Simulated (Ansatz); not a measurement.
One crystal and one scan (energy against volume) at two levels, PBE (plane waves to 420 eV, PAW, scalar-relativistic; Ansatz, a program for electronic structure) and r2SCAN (plane waves to 500 eV, PAW, scalar-relativistic; Ansatz), each from its own relaxed cell and on its own mesh. The cell shown is that of PBE.

WSi2 (MoSi2 type, space group I4/mmm)

```yaml
crystal:
  lattice:
    - [-1.61458, 1.61458, 3.93362]
    - [1.61458, -1.61458, 3.93362]
    - [1.61458, 1.61458, -3.93362]
  atoms:
    - { symbol: W, position: [0.00000, 0.00000, 0.00000] }
    - { symbol: Si, position: [0.33458, 0.33458, 0.00000] }
    - { symbol: Si, position: [0.66542, 0.66542, 0.00000] }
```

The volume is varied about the relaxed value V₀ at fixed cell shape. The atoms relax within the cell's symmetry.

E stands for the smeared free energy. Spin-orbit coupling is left out, though W is heavy. WSi2 is run without spin polarisation. WSi2 was relaxed with its symmetry unable to fall. With the shape held, the modulus is that of even scaling; a crystal free to change shape is softer. Percentages come from the unrounded values. Both scans cover V/V₀ from 0.940 to 1.060.

Results of PBE:

Lattice constant a (Å): 3.229
Lattice constant c (Å): 7.867
Relaxed volume (Å³/atom): 13.67
Pressure at the smallest volume (GPa): 15.5
Energy cost of the largest compression (meV/atom): 38
Energy cost of the largest expansion (meV/atom): 30
Bulk modulus at fixed cell shape B₀ (third-order Birch-Murnaghan fit) (GPa): 218.3
Pressure for 5 % compression (fit) (GPa): 12.6

Task: What does r2SCAN give for the same quantities?

Result: 
```json
[
 {"quantity": "Lattice constant a (Å)", "r2SCAN": "3.212", "PBE − r2SCAN": "+0.017 (+0.5 %)"},
 {"quantity": "Lattice constant c (Å)", "r2SCAN": "7.804", "PBE − r2SCAN": "+0.063 (+0.8 %)"},
 {"quantity": "Relaxed volume (Å³/atom)", "r2SCAN": "13.42", "PBE − r2SCAN": "+0.25 (+1.9 %)"},
 {"quantity": "Pressure at the smallest volume (GPa)", "r2SCAN": "16.6", "PBE − r2SCAN": "-1.1 (-7 %)"},
 {"quantity": "Energy cost of the largest compression (meV/atom)", "r2SCAN": "40", "PBE − r2SCAN": "-2 (-5 %)"},
 {"quantity": "Energy cost of the largest expansion (meV/atom)", "r2SCAN": "32", "PBE − r2SCAN": "-2 (-5 %)"},
 {"quantity": "Bulk modulus at fixed cell shape B₀ (third-order Birch-Murnaghan fit) (GPa)", "r2SCAN": "234.4", "PBE − r2SCAN": "-16.1 (-6.9 %)"},
 {"quantity": "Pressure for 5 % compression (fit) (GPa)", "r2SCAN": "13.5", "PBE − r2SCAN": "-0.9 (-7 %)"}
]
```

PBE gives the higher value for: lattice constant a; lattice constant c; relaxed volume. PBE gives the lower value for: pressure at the smallest volume; bulk modulus at fixed cell shape B₀; pressure for 5 % compression.

(Under strain, the slope of the energy per volume gives the stress and its curvature an elastic modulus.)
